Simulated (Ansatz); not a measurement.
RbBr:
```cif
data_BrRb
_chemical_formula_sum 'Rb1 Br1'
_space_group_name_H-M_alt 'P 1'
_space_group_IT_number 1
_cell_length_a 4.96238
_cell_length_b 4.96238
_cell_length_c 4.96238
_cell_angle_alpha 60.000
_cell_angle_beta 60.000
_cell_angle_gamma 60.000
loop_
_space_group_symop_operation_xyz
  'x, y, z'
loop_
_atom_site_label
_atom_site_type_symbol
_atom_site_fract_x
_atom_site_fract_y
_atom_site_fract_z
_atom_site_occupancy
Rb1 Rb 0.00000 0.00000 0.00000 1
Br1 Br 0.50000 0.50000 0.50000 1
```

Relaxed with PBE. Independent-particle spectrum: no excitons, no local fields, no scissors shift; 0.1 eV broadening; ε₁ of the summed bands alone.

Problem. Tabulate the dielectric function from PBE in the plane-wave PAW code Ansatz.

Solution. 

```
E (eV)  ε₁ xx  ε₂ xx
------  -----  -----
0.0      2.69   0.00
0.4      2.70   0.00
0.8      2.71   0.00
1.2      2.73   0.00
1.6      2.76   0.00
2.0      2.81   0.00
2.4      2.86   0.00
2.8      2.94   0.00
3.2      3.04   0.00
3.6      3.18   0.00
4.0      3.43   0.00
4.4      3.75   0.37
4.8      3.77   0.62
5.2      3.86   0.79
5.6      4.11   0.96
6.0      4.60   1.86
6.4      4.22   2.73
6.8      3.82   3.85
7.2      0.66   2.95
7.6      1.24   2.01
8.0      2.24   1.11
8.4      3.48   2.65
8.8      2.56   3.96
9.2      0.25   3.91
9.6     -0.63   2.80
10.0    -0.45   1.57
10.4     0.00   1.00
10.8     0.57   0.70
11.2     0.84   0.89
11.6     0.85   0.77
12.0     1.01   0.98
```

Problem. From ε at 4.7 eV (xx: 3.75 + 0.57i), find n, k, the normal reflectivity and the absorption coefficient.

Solution. n = 1.94, k = 0.147, R = 10 %, α = 2kE/ħc = 70000 cm⁻¹.

With all bands, ε∞ without local fields is 2.72. DFPT, with local fields, gives 2.46.

Space group Fm-3m (rock salt). Symmetry was held in the PBE relaxation; phonons on a q-mesh show no instability. Spin–orbit coupling is left out wherever it is not named.

Potentials: the later of the program's two PAW sets.
